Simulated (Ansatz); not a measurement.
CuCl (zinc blende, space group No. 216), a = b = c = 5.424 Å, α = β = γ = 90.00°; the cell used has 2 atoms.

Relaxed with PBE.

Problem. Give the optical modes at the zone centre with their infrared and Raman activity from DFPT, the program Ansatz at the PBE level (PAW).

Solution. Transverse frequencies, without the LO–TO term; a row sums one degenerate level.

```
ω (cm⁻¹)  degeneracy  IR ((D/Å)²/amu)  Raman (Å⁴/amu)  activity  symmetry
--------  ----------  ---------------  --------------  --------  --------
131                3             3.93             220  IR+Raman        T2
```

Problem. How high does the top mode go among those that the LO–TO term moves?

Solution. 175 cm⁻¹ for q along x.

Space group F-43m (zinc blende). The PBE relaxation kept the symmetry of its start; phonons on a q-mesh show no instability. The run is not spin-polarised.

Potentials: the later of the program's two PAW sets.
